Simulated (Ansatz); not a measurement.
Data:

HfB:
```
CELL_PARAMETERS angstrom
      0.00000     2.37417     2.37417
      2.37417     0.00000     2.37417
      2.37417     2.37417     0.00000
ATOMIC_POSITIONS crystal
  Hf 0.50000 0.50000 0.50000
  B  0.00000 0.00000 0.00000
```

This is the LDA-relaxed structure.

Question: All from LDA (plane waves, PAW; program Ansatz), unless another level is named. Estimate the Young's modulus.

Answer: 249 GPa.

Question: And the elastic constants (relaxed ions, GPa)?

Answer: C11 = 439, C12 = 63.8, C44 = 60.9.

Space group Fm-3m (rock salt). The workflow started from an entry of the Crystallography Open Database (COD). Whether it is the stable phase at ambient conditions was not checked. Symmetry was held in the LDA relaxation; of distortions, only those at the zone centre were tested. No spin polarisation was allowed. As this level gives no gap, shear constants depend on the k-mesh and smearing (Fermi–Dirac, 0.1 eV here). Scalar-relativistic: spin–orbit coupling is off unless named, which matters more the heavier the elements.

Potentials: the later of the program's two PAW sets.
